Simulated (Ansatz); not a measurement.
AlN:
```
AlN
1.0
    3.11384     0.00000     0.00000
   -1.55692     2.69667     0.00000
    0.00000     0.00000     4.98357
Al N
2 2
Direct
  0.66667   0.33333   0.00359
  0.33333   0.66667   0.50359
  0.66667   0.33333   0.62161
  0.33333   0.66667   0.12161
```

Cartesian axes are those of the cell as given.

Q: Give the proper piezoelectric stress tensor with relaxed ions from PBEsol (plane waves, PAW; program Ansatz).

A: In C/m², rows x, y, z, Voigt columns; mesh uncertainty up to 0.01.
```
 0.00   0.00   0.00   0.00   0.35   0.00
 0.00   0.00   0.00   0.35   0.00   0.00
 0.64   0.64  -1.61   0.00   0.00   0.00
```

The elastic tensor of the same run (GPa):

|  | 1 | 2 | 3 | 4 | 5 | 6 |
|---|---|---|---|---|---|---|
| 1 | 379 | 137 | 107 | 0.0 | 0.0 | 0.0 |
| 2 | 137 | 379 | 107 | 0.0 | 0.0 | 0.0 |
| 3 | 107 | 107 | 353 | 0.0 | 0.0 | 0.0 |
| 4 | 0.0 | 0.0 | 0.0 | 111 | 0.0 | 0.0 |
| 5 | 0.0 | 0.0 | 0.0 | 0.0 | 111 | 0.0 |
| 6 | 0.0 | 0.0 | 0.0 | 0.0 | 0.0 | 121 |

Q: Convert to strain constants d = e·S.

A: In pC/N:
```
 0.0   0.0   0.0   0.0   3.1   0.0
 0.0   0.0   0.0   3.1   0.0   0.0
 2.5   2.5  -6.1   0.0   0.0   0.0
```

Space group P6_3mc (wurtzite). Symmetry was held in the PBEsol relaxation.

Potentials: the later of the program's two PAW sets.
